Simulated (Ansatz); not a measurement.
## Electric field gradients in BaSeO

Theory: DFT LDA, scalar-relativistic, plane waves, PAW (Ansatz). Settings: 420 eV plane-wave cutoff, Γ-centred 10×10×10 mesh, fixed occupations. No spin polarisation.

Relaxed structure:
```
Ba Se O
1.0
    -2.22537    2.22537    3.68016
     2.22537   -2.22537    3.68016
     2.22537    2.22537   -3.68016
Ba Se O
1 1 1
Cartesian
  0.0000 0.0000 -0.2699
  0.0000 0.0000 2.9125
  0.0000 0.0000 4.7177
```

The cell was built by swapping an element in a database structure (itself possibly hypothetical) and relaxing; it need not be the stable form of this composition. Spin–orbit coupling is left out, which matters for gradients at heavy nuclei.

**Question.** Give V_zz (10²¹ V/m²) and the asymmetry η at each distinct site.

**Answer.**
```json
{"atom": "Ba (atom 1)", "V_zz": "-4.35", "η": "0.00"}
{"atom": "Se (atom 2)", "V_zz": "66.86", "η": "0.00"}
{"atom": "O (atom 3)", "V_zz": "18.47", "η": "0.00"}
```